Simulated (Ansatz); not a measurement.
A relaxed structure of C is spoiled in several ways and relaxed again each time (squeezed and stretched starts keep its symmetry, which their runs cannot lower; pressure is positive under compression). Calculation: PBE (plane waves to 420 eV, PAW, scalar-relativistic; Ansatz, a program for electronic structure).

```cif
data_C8
_chemical_formula_sum 'C8'
_space_group_name_H-M_alt 'Fd-3m :1'
_space_group_IT_number 227
_space_group_name_Hall 'F 4d 2 3 -1d'
_cell_length_a 3.57160
_cell_length_b 3.57160
_cell_length_c 3.57160
_cell_angle_alpha 90.000
_cell_angle_beta 90.000
_cell_angle_gamma 90.000
loop_
_atom_site_label
_atom_site_type_symbol
_atom_site_symmetry_multiplicity
_atom_site_Wyckoff_symbol
_atom_site_fract_x
_atom_site_fract_y
_atom_site_fract_z
_atom_site_occupancy
C1 C 8 a 0.00000 0.00000 0.00000 1
```
(The calculation used a cell of 2 atoms; values per cell refer to that cell.)

Task: One start gave a first pressure of +110 GPa, a largest first force of 5.54 eV/Å and released 1.15 eV/atom. Which change was it?
(A) stretched uniformly to 115 % of its volume
(B) deformed by the Cartesian strain tensor (xx, yy, zz, yz, xz, xy) = (0.020, -0.016, -0.113, 0.056, 0.094, -0.044)

Result: B, deformed by the Cartesian strain tensor (xx, yy, zz, yz, xz, xy) = (0.020, -0.016, -0.113, 0.056, 0.094, -0.044). All starts:

```tsv
change	first pressure (GPa)	largest first force (eV/Å)	released (eV/atom)	moves	outcome	final group	E − E(parent) (eV/atom)
deformed by the Cartesian strain tensor (xx, yy, zz, yz, xz, xy) = (0.020, -0.016, -0.113, 0.056, 0.094, -0.044)	110.0	5.54	1.15	10	returns to the parent	Fd-3m	0.000
stretched uniformly to 115 % of its volume	-46.5	0.00	0.14	4	returns to the parent	Fd-3m	0.000
```

First-step values come from each run's starting, coarser k-mesh (12×11×13, 11×11×11). The runs use different k-meshes, so differences are rounded accordingly. No spin polarisation in the result.
